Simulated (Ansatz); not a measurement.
ZrMo:
```yaml
crystal:
  lattice:
    - [0.00000, 2.74799, 2.74799]
    - [2.74799, 0.00000, 2.74799]
    - [2.74799, 2.74799, 0.00000]
  atoms:
    - { symbol: Mo, position: [0.00000, 0.00000, 0.00000] }
    - { symbol: Zr, position: [0.50000, 0.50000, 0.50000] }
```

Relaxed with PBE. Special points in fractions of this cell's reciprocal vectors: Γ (0.000, 0.000, 0.000); X (0.500, 0.000, 0.500); U (0.625, 0.250, 0.625); K (0.375, 0.375, 0.750); L (0.500, 0.500, 0.500); W (0.500, 0.250, 0.750).

Problem. List the band energies nearest the Fermi level at these points for PBE in the plane-wave PAW code Ansatz.

Solution. In eV from the Fermi level; about four levels below and three above (degenerate sets whole), none deeper than 8.9 eV; points with the same levels are listed once.

```tsv
k	below	above
Γ	-2.63 -2.63 -2.35 -2.35 -2.35	5.10 5.10 5.10
X	-3.86 -2.43 -1.80 -0.99	0.57 1.05 1.05
U	-1.53 -1.24 -1.14 -1.03	0.54 2.35 3.27
L	-2.33 -2.15 -0.41 -0.41	0.73 0.73 0.75 0.75
W	-2.36 -2.36 -1.69 -1.51	0.31 1.08 1.34
```

Space group Fm-3m (rock salt). The start of the workflow was typed in or built on a structure type; neither database checked (COD, Materials Project) lists it. Whether it is the stable phase at ambient conditions was not checked. Symmetry was held in the PBE relaxation; whether a distortion lowers the energy is not shown. The run is not spin-polarised. Its formation energy is positive at this level, so the cell may be metastable or incomplete. Spin–orbit coupling is left out wherever it is not named.

Potentials: the later of the program's two PAW sets.
